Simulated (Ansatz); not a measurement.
SnS:
```cif
data_SSn
_chemical_formula_sum 'Sn1 S1'
_space_group_name_H-M_alt 'P-6m2'
_space_group_IT_number 187
_space_group_name_Hall 'P -6 2'
_cell_length_a 3.77011
_cell_length_b 3.77011
_cell_length_c 3.75472
_cell_angle_alpha 90.000
_cell_angle_beta 90.000
_cell_angle_gamma 120.000
loop_
_atom_site_label
_atom_site_type_symbol
_atom_site_symmetry_multiplicity
_atom_site_Wyckoff_symbol
_atom_site_fract_x
_atom_site_fract_y
_atom_site_fract_z
_atom_site_occupancy
Sn1 Sn 1 a 0.00000 0.00000 0.00000 1
S1 S 1 f 0.66667 0.33333 0.50000 1
```

Relaxed with PBEsol.

**Question.** Decompose the optical modes at the zone centre into irreducible representations, and say which are infrared and Raman allowed.

**Answer.** Point group -6m2: Γ_opt = A2'' + E'. Infrared: A2'', E'. Raman: E'.

**Question.** Assign frequencies (DFPT, PBEsol in the plane-wave PAW code Ansatz).

**Answer.** A2'' 108i, E' 129 cm⁻¹.

A made-up cell: these elements were put on the sites of a structure type; neither database checked (COD, Materials Project) lists it. It is not the phase usual at ambient conditions (space group No. 62). Symmetry was held in the PBEsol relaxation. At this level the phase is dynamically unstable (imaginary phonons). As this level gives no gap, phonon frequencies hold no LO–TO term and depend on the k-mesh and smearing (Fermi–Dirac, 0.1 eV here). Scalar-relativistic: spin–orbit coupling is off unless named, which matters more the heavier the elements.

Potentials: the later of the program's two PAW sets.
